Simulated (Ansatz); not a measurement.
CrI$_{3}$:
```yaml
crystal:
  lattice:
    - [3.40891, 1.96814, 6.49281]
    - [-3.40891, 1.96814, 6.49281]
    - [0.00000, -3.93627, 6.49281]
  atoms:
    - { symbol: Cr, position: [0.33386, 0.33386, 0.33386], spin: 3.2 }
    - { symbol: Cr, position: [0.66614, 0.66614, 0.66614], spin: 3.2 }
    - { symbol: I, position: [0.07825, 0.73183, 0.42932], spin: -0.1 }
    - { symbol: I, position: [0.42932, 0.07825, 0.73183], spin: -0.1 }
    - { symbol: I, position: [0.73183, 0.42932, 0.07825], spin: -0.1 }
    - { symbol: I, position: [0.92175, 0.26817, 0.57068], spin: -0.1 }
    - { symbol: I, position: [0.57068, 0.92175, 0.26817], spin: -0.1 }
    - { symbol: I, position: [0.26817, 0.57068, 0.92175], spin: -0.1 }
```

Relaxed with PBE+D3(BJ).

Task: Which orbitals make up the states near the band edges in DFT-PBE+D3(BJ) in the program Ansatz with PAW potentials?

Result: Top 1 eV of the valence band: I 5p 67 %, Cr 3d 31 %. Bottom 1 eV of the conduction band: Cr 3d 65 %, I 5p 31 %. Projections are on Löwdin-orthogonalised atomic valence shells; empty p or d shells of many metals are not among them.

Task: Tabulate the density of states.

Result: States/eV per cell of 8 atoms, in 0.25 eV bins, energy from the valence-band maximum.

| E (eV) | total | I 5p | Cr 3d | Cr 4s |
|---|---|---|---|---|
| -7.86 | 0.00 | 0.00 | 0.00 | 0.00 |
| -7.61 | 0.00 | 0.00 | 0.00 | 0.00 |
| -7.36 | 0.00 | 0.00 | 0.00 | 0.00 |
| -7.11 | 0.00 | 0.00 | 0.00 | 0.00 |
| -6.86 | 0.00 | 0.00 | 0.00 | 0.00 |
| -6.61 | 0.00 | 0.00 | 0.00 | 0.00 |
| -6.36 | 0.00 | 0.00 | 0.00 | 0.00 |
| -6.11 | 0.00 | 0.00 | 0.00 | 0.00 |
| -5.86 | 0.00 | 0.00 | 0.00 | 0.00 |
| -5.61 | 0.00 | 0.00 | 0.00 | 0.00 |
| -5.36 | 0.00 | 0.00 | 0.00 | 0.00 |
| -5.11 | 0.00 | 0.00 | 0.00 | 0.00 |
| -4.86 | 0.00 | 0.00 | 0.00 | 0.00 |
| -4.61 | 3.72 | 2.72 | 0.24 | 0.61 |
| -4.36 | 5.33 | 4.19 | 0.25 | 0.68 |
| -4.11 | 4.04 | 3.14 | 0.28 | 0.38 |
| -3.86 | 9.19 | 7.86 | 0.77 | 0.27 |
| -3.61 | 10.24 | 8.74 | 1.18 | 0.09 |
| -3.36 | 8.55 | 7.19 | 1.10 | 0.06 |
| -3.11 | 7.65 | 5.94 | 1.49 | 0.05 |
| -2.86 | 9.54 | 6.75 | 2.54 | 0.06 |
| -2.61 | 8.13 | 5.71 | 2.22 | 0.04 |
| -2.36 | 11.24 | 8.18 | 2.77 | 0.06 |
| -2.11 | 10.26 | 7.51 | 2.52 | 0.04 |
| -1.86 | 10.49 | 8.01 | 2.23 | 0.04 |
| -1.61 | 9.98 | 7.58 | 2.17 | 0.04 |
| -1.36 | 11.00 | 7.90 | 2.85 | 0.07 |
| -1.11 | 10.28 | 6.72 | 3.35 | 0.05 |
| -0.86 | 11.67 | 7.90 | 3.58 | 0.03 |
| -0.61 | 13.15 | 8.34 | 4.60 | 0.02 |
| -0.36 | 5.99 | 4.26 | 1.65 | 0.01 |
| -0.11 | 7.56 | 5.27 | 2.20 | 0.01 |
| 0.14 | 0.00 | 0.00 | 0.00 | 0.00 |
| 0.39 | 0.00 | 0.00 | 0.00 | 0.00 |
| 0.64 | 0.00 | 0.00 | 0.00 | 0.00 |
| 0.89 | 0.00 | 0.00 | 0.00 | 0.00 |
| 1.14 | 4.26 | 1.87 | 2.17 | 0.00 |
| 1.39 | 7.38 | 3.50 | 3.55 | 0.01 |
| 1.64 | 6.64 | 2.48 | 3.93 | 0.01 |
| 1.89 | 7.61 | 0.66 | 6.65 | 0.05 |
| 2.14 | 11.61 | 1.17 | 10.11 | 0.05 |
| 2.39 | 3.67 | 0.56 | 2.98 | 0.02 |
| 2.64 | 9.33 | 2.37 | 6.47 | 0.01 |
| 2.89 | 5.51 | 1.59 | 3.67 | 0.01 |
| 3.14 | 0.00 | 0.00 | 0.00 | 0.00 |
| 3.39 | 0.00 | 0.00 | 0.00 | 0.00 |
| 3.64 | 0.00 | 0.00 | 0.00 | 0.00 |
| 3.89 | 0.00 | 0.00 | 0.00 | 0.00 |
| 4.14 | 0.00 | 0.00 | 0.00 | 0.00 |
| 4.39 | 0.29 | 0.05 | 0.00 | 0.10 |
| 4.64 | 2.42 | 0.41 | 0.01 | 0.80 |
| 4.89 | 1.78 | 0.28 | 0.01 | 0.55 |
| 5.14 | 2.93 | 0.34 | 0.04 | 0.75 |
| 5.39 | 3.75 | 0.40 | 0.04 | 0.85 |
| 5.64 | 4.26 | 0.30 | 0.03 | 0.61 |
| 5.89 | 5.43 | 0.24 | 0.05 | 0.55 |

Space group R-3. The cell was relaxed with PBE+D3(BJ) under the symmetry of its start. Magnetic state: ferromagnetic, chosen from 2 collinear starts compared on coarse meshes (ties went to the first, and starts can fall back to one state), not a proven ground state. The volume moved by 16 % from the start of the relaxation. No Hubbard U is applied. Spin–orbit coupling is left out wherever it is not named.

Potentials: the later of the program's two PAW sets.
